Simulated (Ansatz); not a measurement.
All numbers below come from DFT PBE, scalar-relativistic, plane waves, PAW (Ansatz 0.2.0). Settings: cutoff 420 eV, Γ-centred meshes spaced at most about 0.3 Å⁻¹, and about 0.25 Å⁻¹ or finer for metals (2π included), Gaussian smearing. Collinear spin in cells that started with moments and kept them past the coarse steps, no spin elsewhere.

Temperature and zero-point effects are left out.

Two forms of EuNbTe4 were relaxed alike.

A. (site moments Eu 6.6; Nb -1.2 μB) Space group I422 (No. 97), tetragonal, a = 6.826 Å, c = 7.105 Å. Around Eu lie 8 Te at 3.13 Å and 2 Nb at 3.55 Å; Nb has 8 Te at 3.13 Å and 2 Eu at 3.55 Å; Te is surrounded by 1 Te at 3.00 Å, 2 Eu at 3.13 Å and 2 Nb at 3.13 Å.

B. (site moments Eu 7.1 μB) Space group P-6m2 (No. 187), hexagonal, a = 8.167 Å, c = 3.699 Å. Around Eu lie 2 Eu at 3.70 Å; around Nb lie 6 Te at 2.80 Å; Te on a site of symmetry -6m2 has 6 Te at 3.20 Å and 2 Te at 3.70 Å; Te on a site of symmetry mm2 is surrounded by 2 Nb at 2.80 Å and 2 Te at 3.20 Å.

Task: Which form is favoured at zero pressure, and by what margin per atom?

Result: A is lower, by 0.38 eV/atom. A has space group I422 (No. 97), 27.6 Å³/atom and no gap on its mesh; B has space group P-6m2 (No. 187), 35.6 Å³/atom and no gap. Counting Te atoms around Eu and Nb (those within 1.25 times the shortest such distance or 1.15 times the sum of covalent radii; the shortest distance is added where it is long for a bond), A has Eu 8, Nb 8 and B has Eu 15 from 4.5 Å, Nb 6. A holds Te–Te pairs (shortest 3.00 Å); in B the shortest Te–Te distance is 3.20 Å, near bonding range too. The denser one is the lower, and pressure would at first widen the difference. Both come from invented guesses.

Spin–orbit coupling, which can matter for Te, is left out. In such compounds of Eu a zero gap at this level may well be an artefact, since no Hubbard U is applied. The magnetic state reached may not be the lowest. Cells relaxed within their symmetry can be saddle points. Some types were kept out of the candidates beforehand, so the set may lack a known form.
